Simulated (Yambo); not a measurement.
N (space group P2_13, No. 198), G0W0@LDA in Yambo with this input:

```
rim_cut
gw0
dyson
el_el_corr
HF_and_locXC
ppa
em1d
RandQpts= 1000000
RandGvec= 1 Ry
EXXRLvcs= 84 Ry
VXCRLvcs= 336 Ry
Chimod= "HARTREE"
% BndsRnXp
 1 | 269 |
%
NGsBlkXp= 7 Ry
% LongDrXp
 1.0 | 1.0 | 1.0 |
%
PPAPntXp= 27.2114 eV
% GbndRnge
 1 | 269 |
%
GTermKind= "BG"
DysSolver= "n"
ExtendOut
```

On a 2×2×2 mesh, with wavefunctions cut at 84 Ry, the gap (X → Γ) is 13.841 eV and the valence edge shifts by -3.080 eV.

**Question.** What happens with this change: no random integration?

**Answer.** The gap falls by 0.205 eV, to 13.636 eV; the shift of the valence edge becomes -2.779 eV. Neither run is shown to be the converged limit.

Geometry of the Materials Project entry, not relaxed at this level; primitive cell a = 5.815 Å, b = 5.815 Å, c = 5.815 Å, α = 90.00°, β = 90.00°, γ = 90.00°.

A shift is the quasiparticle energy of the state minus its LDA energy.
